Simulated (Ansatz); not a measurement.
Q: Each is relaxed and computed with the program Ansatz at the r²SCAN level (PAW). Which is the only metal?
(A) Ba2Zn3As2O2, I4/mmm (Pearson symbol tI18)
(B) Ba2As, I4/mmm (Ba on 4c, Ba on 4e, As on 4e)
(C) Ba2HfO4, I4/mmm (Ba on 4e, Hf on 2a, O on 4c, O on 4e)
(D) BaCu2S2, I4/mmm (Ba on 2a, Cu on 4d, S on 4e)

A: B, Ba2As, I4/mmm (Ba on 4c, Ba on 4e, As on 4e). Ba2As: metal; Ba2Zn3As2O2: gap 0.65 eV (indirect); Ba2HfO4: gap 3.84 eV (indirect); BaCu2S2: gap 0.74 eV (direct). Standing as an ambient phase not checked: Ba2As, I4/mmm (Ba on 4c, Ba on 4e, As on 4e); Ba2Zn3As2O2, I4/mmm (Pearson symbol tI18); Ba2HfO4, I4/mmm (Ba on 4e, Hf on 2a, O on 4c, O on 4e); BaCu2S2, I4/mmm (Ba on 2a, Cu on 4d, S on 4e). All cells were relaxed under the symmetry of their starts (and spin orders); stability against distortions was not tested throughout. Rows with no word on spin ran without spin polarisation. Scalar-relativistic: spin–orbit coupling is off unless named, which matters more the heavier the elements.

Potentials: the later of the program's two PAW sets.
